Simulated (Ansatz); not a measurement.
Method: Ansatz, DFT PBEsol, scalar-relativistic, plane waves, PAW.

Plane waves to 420 eV, a k mesh through Γ of 6×6×10 on the computed 9-atom cell and Gaussian smearing (0.10 eV); no spin polarisation.

Structure with the computed forces (eV/Å) in the last three columns:

```xyz
9
Lattice="7.9300 0.0000 0.0000 -3.9650 6.8676 0.0000 0.0000 0.0000 3.4821" Properties=species:S:1:pos:R:3:forces:R:3 pbc="T T T" pressure_GPa=-2.46
Zr    1.8853    0.0000    0.0000    0.3770    0.0000    0.0000
Zr   -0.9426    1.6327    0.0000   -0.1880    0.3260    0.0000
Zr    3.0224    5.2349    0.0000   -0.1880   -0.3260    0.0000
Zr    4.6812    0.0000    1.7411    0.1970    0.0000    0.0000
Zr   -2.3406    4.0540    1.7411   -0.0980    0.1700    0.0000
Zr    1.6244    2.8136    1.7411   -0.0980   -0.1700    0.0000
Ni    0.0000    0.0000    1.7411    0.0000    0.0000    0.0000
Te    0.0000    4.5784   -0.0568    0.0000    0.0000    0.4360
Te    3.9650    2.2892    0.0568    0.0000    0.0000   -0.4360
```

Stress tensor (GPa, compression positive):

```
-5.63  0.00  0.00
 0.00 -5.63  0.00
 0.00  0.00  3.89
```

 Spin polarisation was left out, and a magnetic state may lie lower.

Cost: 1 run of about 0.62 core-minutes, on Intel Xeon 6975P-C (Granite Rapids) (shared hosts).